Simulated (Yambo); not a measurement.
G0W0@PBEsol for a free-standing CdClOH monolayer (symmetry P3m1, slab cell 16.5 Å high) in Yambo (6×6×1 mesh, 6 Ry block, plasmon pole, screening fixed), without a terminator:

```json
[
 {"bands N in G": "41", "gap Γ → Γ (eV)": "4.875", "shift of the valence edge (eV)": "-0.946"},
 {"bands N in G": "66", "gap Γ → Γ (eV)": "5.023", "shift of the valence edge (eV)": "-1.253"},
 {"bands N in G": "100", "gap Γ → Γ (eV)": "5.094", "shift of the valence edge (eV)": "-1.413"}
]
```

Question: Extrapolate both columns to infinite N with E(N) = E∞ + A/N, test the form, and compare with the terminator.

Answer: From two points, E∞ = (N2 E2 − N1 E1)/(N2 − N1). The two largest N give 5.23 eV for the gap and -1.72 eV for the shift; the two smallest give 5.27 eV and -1.76 eV. For the gap the slopes A are -16 and -14 eV: the 1/N form holds. For the shift the slopes A are 33 and 31 eV: the 1/N form holds. With the Bruneval-Gonze terminator and 100 bands the run gives 5.21 eV and -1.65 eV, 0.02 eV and 0.08 eV from the extrapolated values: the terminator too is an estimate of the remainder. Block, mesh and the bands in W are held fixed.

Spin-orbit coupling is not included.

Geometry relaxed with PBEsol; primitive cell a = 3.646 Å, b = 3.646 Å, c = 16.500 Å, α = 90.00°, β = 90.00°, γ = 120.00°.

This is a model layer cut from the bulk structure; whether it is stable on its own was not checked.

A shift is the quasiparticle energy of the state minus its PBEsol energy.
